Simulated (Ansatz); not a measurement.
## What settings do to one calculation: Sc started on a Sr site next to a Sr vacancy in rocksalt SrO, 15 atoms, charge −1

Ansatz (PAW, plane waves), atoms fixed. The base input:

```yaml
crystal:
  lattice:
    - [10.245493, 0.000000, 0.000000]
    - [0.000000, 5.122747, 0.000000]
    - [0.000000, 0.000000, 5.122747]
  atoms:
    - { symbol: O, position: [0.245856, 0.004047, 0.002445] }
    - { symbol: O, position: [0.749235, 0.006262, 0.998706] }
    - { symbol: O, position: [0.998835, 0.503040, 0.010412] }
    - { symbol: O, position: [0.499620, 0.497732, 0.995233] }
    - { symbol: O, position: [0.001121, 0.001587, 0.504291] }
    - { symbol: O, position: [0.494302, 0.016158, 0.505699] }
    - { symbol: O, position: [0.246080, 0.502388, 0.500717] }
    - { symbol: O, position: [0.750682, 0.499045, 0.501794] }
    - { symbol: Sr, position: [0.996033, 0.011171, 0.004722] }
    - { symbol: Sr, position: [0.248101, 0.506090, 0.003082] }
    - { symbol: Sr, position: [0.754582, 0.492311, 0.000442] }
    - { symbol: Sr, position: [0.255851, 0.998752, 0.508515] }
    - { symbol: Sr, position: [0.749751, 0.986012, 0.495920] }
    - { symbol: Sr, position: [0.004100, 0.492088, 0.513823] }
    - { symbol: Sc, position: [0.498236, 0.486329, 0.500491], spin: 2 }
kpoints:
  mp_grid: { grid: [2, 2, 2], shift: [0.5, 0.5, 0.5] }
hamiltonian:
  xc: pbesol
total_charge: -1
magnetization:
  spin_polarized: true
scf:
  occupations: { method: fermi_dirac, width: 0.01 }
output:
  forces: true
  eigenvalues: true
  populations: true
  charged_corrections: { epsilon: 14.5 }
```

Command:

```sh
ansatz run in.yaml --threads 8 --pin off --max-ram 13300MiB --runs-dir r --events-out ev --progress --plain
```

It converged in 17 iterations and 4.3 s of wall time on a shared host; largest force component 1.86 eV/Å. The cutoff was the default, 420 eV. The base isn't a converged reference: it has few k points, and its atoms are unrelaxed. Each run below changes the keys shown and caps the iterations.

```csv
run,changed,ending,iterations,free energy less the base (meV per atom),rms change of forces (eV/Å),change of pressure (GPa),"wall time (s, shared host)"
1,"xc revpbe, xc_grid 3 (2 is the default), max_iter 80",converged,17,other zero,0.063,–,4.8 CPU
2,"dispersion d3bjatm, max_iter 90",converged,17,other zero,0.002,–,4 CPU
3,"initial_magnetization 8, xc revpbe, max_iter 80",converged,14,other zero,0.063,–,4 CPU
4,"max_iter 70, total_charge 1",converged,54,other zero,0.679,–,9.4 CPU
5,"dispersion d3bjatm, accuracy high, n_extra_bands 0, max_iter 80",refused,–,–,–,–,–
6,max_iter 2,not converged,–,–,–,–,–
```

«Other zero»: another functional, charge or dispersion term moves the zero of energy, so the difference says nothing of accuracy.

Q: Why did some runs give no result?

A: - run 5: inconsistent input (scf.n_extra_bands): n_bands = 60 cannot host the net starting moment |Σ_I m_I| = 2.0000 μB: with N_el = 120 the majority spin channel must hold (N_el + |M|)/2 = 61.0000 electrons at no more than one per band — at least 61 bands (60 bands …
- run 6: did not converge after 2 iterations: dr2 = 1.57e1 (threshold 1.00e-7), under the density mixer `msr1`, which `scf.mixing.algorithm: auto` chose by the deck's other keys (type `scf.mixing.algorithm: msr1` to keep it);
